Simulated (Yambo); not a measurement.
```
CELL_PARAMETERS angstrom
      4.11205     0.00000     0.00000
      0.00000     4.11205     0.00000
      0.00000     0.00000     4.11205
ATOMIC_POSITIONS crystal
  Br 0.50000 0.50000 0.50000
  Cs 0.00000 0.00000 0.00000
```

Response from Yambo on PBEsol (Quantum ESPRESSO, PseudoDojo norm-conserving, 50 Ry, no spin-orbit coupling) bands: 10×10×10 mesh, 54 bands, 4 Ry local-field block, 0.2 eV broadening.

Give the static electronic dielectric constant without and with local fields.


| field along | ε(0), independent particles | ε(0), RPA with local fields | refractive index √ε |
|---|---|---|---|
| x | 3.76 | 3.18 | 1.78 |
Electronic (clamped-ion) response only. PBEsol gaps are usually too small, which raises these values. Convergence of the RPA response with its 10×10×10 mesh was not tested.

Geometry strained from the cell relaxed with PBEsol, atoms relaxed again.
